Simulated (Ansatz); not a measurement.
A relaxed cell of BaYAgTe3 (Cmcm (No. 63)), relaxed on a k-mesh at least as fine as the one used below. All values below come from r2SCAN (plane waves to 500 eV, PAW, scalar-relativistic; Ansatz, an electronic-structure program). Γ-centred k-mesh 4×4×2 on the run's cell (coarser than for final values), Fermi–Dirac smearing 0.05 eV.

```
BaYAgTe3
1.0
    2.26561    -7.55386     0.00000
    2.26561     7.55386     0.00000
    0.00000     0.00000    11.49793
Ba Y Ag Te
2 2 2 6
Direct
  0.75495   0.24505   0.25000
  0.24505   0.75495   0.75000
  0.00000   0.00000   0.00000
  0.00000   0.00000   0.50000
  0.46907   0.53093   0.25000
  0.53093   0.46907   0.75000
  0.63773   0.36227   0.94817
  0.36227   0.63773   0.05183
  0.36227   0.63773   0.44817
  0.63773   0.36227   0.55183
  0.07946   0.92054   0.25000
  0.92054   0.07946   0.75000
```

Every atom was then displaced, and the forces became (eV/Å):

```json
[
 {"atom": "Ba1", "Fx": "-0.51", "Fy": "0.02", "Fz": "-0.11"},
 {"atom": "Ba2", "Fx": "-0.15", "Fy": "-0.03", "Fz": "0.08"},
 {"atom": "Y3", "Fx": "0.11", "Fy": "0.16", "Fz": "-0.54"},
 {"atom": "Y4", "Fx": "0.13", "Fy": "-0.49", "Fz": "0.50"},
 {"atom": "Ag5", "Fx": "-0.09", "Fy": "0.25", "Fz": "-0.34"},
 {"atom": "Ag6", "Fx": "0.16", "Fy": "0.15", "Fz": "-0.39"},
 {"atom": "Te7", "Fx": "-0.04", "Fy": "-0.43", "Fz": "0.59"},
 {"atom": "Te8", "Fx": "0.16", "Fy": "-0.11", "Fz": "0.32"},
 {"atom": "Te9", "Fx": "0.00", "Fy": "0.51", "Fz": "0.24"},
 {"atom": "Te10", "Fx": "0.10", "Fy": "0.28", "Fz": "-0.18"},
 {"atom": "Te11", "Fx": "0.24", "Fy": "-0.37", "Fz": "-0.16"},
 {"atom": "Te12", "Fx": "-0.11", "Fy": "0.06", "Fz": "-0.01"}
]
```

Question: Which atom was moved farthest relative to the others, and in which direction?

Answer: Ba1, by (0.20, 0.00, 0.03) Å (0.20 Å, mean shift removed); the next is Y3 with 0.12 Å. Its force makes an angle of 174° with its move.

All displacements (Å):

```tsv
atom	ux	uy	uz
Ba1	0.228	-0.014	0.013
Ba2	0.057	-0.003	-0.055
Y3	-0.021	-0.031	0.097
Y4	-0.026	0.041	-0.028
Ag5	0.077	-0.100	-0.014
Ag6	-0.065	0.016	0.009
Te7	0.029	0.059	-0.094
Te8	-0.009	0.001	-0.051
Te9	0.024	-0.100	-0.083
Te10	-0.008	-0.058	0.011
Te11	0.048	0.001	0.045
Te12	-0.003	-0.001	-0.006
```

Question: Estimate the energy cost of the displacement in the harmonic approximation and compare with the calculation.

Answer: For a harmonic well ΔE = −½ Σ F·u = 0.226 eV a cell, or 19 meV/atom. The calculated energy relative to the undisplaced cell is +0.019 eV/atom, so the harmonic estimate holds well.

No spin polarisation in the result.

The run that gave the undisplaced cell could not lose the symmetry of its start; a randomly shaken copy of 12 atoms returns to this structure.
